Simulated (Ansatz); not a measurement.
Q: Name crystals whose computed values (LDA in the plane-wave PAW code Ansatz) fall in these windows: highest Γ mode, no LO–TO term (cm⁻¹) 310 to 410; Θ_D (K) 470 to 650; B₀ by P(V) fit (GPa) 130 to 180.

A: 

```tsv
crystal	highest Γ mode, no LO–TO term (cm⁻¹)	Θ_D (K)	B₀ by P(V) fit (GPa)
TiS, NiAs type	369	554	153
Si2Ni, fluorite or antifluorite type	333	479	166
```
Others may fit too.

Standing as an ambient phase not checked: TiS, NiAs type. All cells were relaxed under the symmetry of their starts (and spin orders); stability against distortions was not tested throughout. Rows with no word on spin ran without spin polarisation.

Potentials: the later of the program's two PAW sets.
